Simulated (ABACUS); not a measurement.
A self-consistent single point of GaN (P6_3mc, 4 atoms in the cell; from Materials Project mp-804, changed as shown).

```
CELL_PARAMETERS angstrom
      3.18893     0.00000     0.00000
     -1.59447     2.76169     0.00000
      0.00000     0.00000     5.24428
ATOMIC_POSITIONS crystal
  Ga 0.66667 0.33333 0.49908
  Ga 0.33333 0.66667 0.99908
  N  0.66667 0.33333 0.87592
  N  0.33333 0.66667 0.37592
```

Level of theory: PBE, PseudoDojo 0.5 standard norm-conserving PBE (tails mended) pseudopotentials (plane waves; ABACUS 3.10.1).

ABACUS settings:

* **KPT**: Gamma 10 10 5 0 0 0
* **basis_type**: pw
* **ecutwfc**: 84 Ry
* **smearing_method**: fixed
* **potentials**: PseudoDojo 0.5 standard norm-conserving PBE (tails mended)
* **symmetry**: 1
* **symmetry_prec**: 1e-05
* **ks_solver**: dav
* **scf_nmax**: 100
* **scf_thr**: 1.0e-09 Ry
* **mixing_type**: pulay

Results:

```
Item                                                      Value
------------------------------------------------  -------------
Number of valence electrons                                  36
Number of bands                                              28
Number of k-points after the program's reduction             42
Number of plane waves (most at a k-point)                  4068
Number of SCF iterations                                      9
FFT grid                                           36 × 36 × 60
Free energy E − TS                                -4728.2678 eV
Pressure                                               3.47 GPa
Largest force (vector length)                        0.099 eV/Å
```

Forces (eV/Å):
```tsv
atom	Fx	Fy	Fz
Ga1	0.000	0.000	0.099
Ga2	0.000	0.000	0.099
N3	0.000	0.000	-0.099
N4	0.000	0.000	-0.099
```

Stress (GPa, positive for compression):
```
4.66  0.00  0.00
0.00  4.66  0.00
0.00  0.00  1.11
```

For comparison: a first run was changed to give this one (lattice vector c scaled by 1.01), and from it to this one the free energy drops by 2.3 meV/atom, the pressure goes from 5.34 to 3.47 GPa and the largest force goes from 0.007 to 0.099 eV/Å.

The structure comes from a collection of computed structures, made at another level of theory; the collection holds predicted forms beside known ones.

Cost on one core: about 60 core-seconds (a rough figure).

“Tails mended”: in these copies of the files the far tail of each local potential was reset to the Coulomb form.
